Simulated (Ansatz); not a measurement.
BeTe (zinc blende, F-43m) under volume change, plane-wave PAW LDA (Ansatz code), scaled uniformly.

```tsv
V (Å³/atom)	E − E(relaxed) (meV/atom)	P (GPa)
19.493	40.3	7.25
20.136	17.0	4.46
20.778	4.0	2.06
21.421	0.0	0.00
22.064	3.6	-1.78
22.706	13.9	-3.31
23.349	29.9	-4.62
```

**Question.** What does a third-order Birch–Murnaghan fit give for V₀, B₀ and B′?

**Answer.** V₀ = 21.42 Å³/atom, B₀ = 63.7 GPa, B′ = 4.0.

The cell was relaxed with LDA under the symmetry of its start; of distortions, only those at the zone centre were tested. Spin–orbit coupling is left out wherever it is not named.

Potentials: the later of the program's two PAW sets.
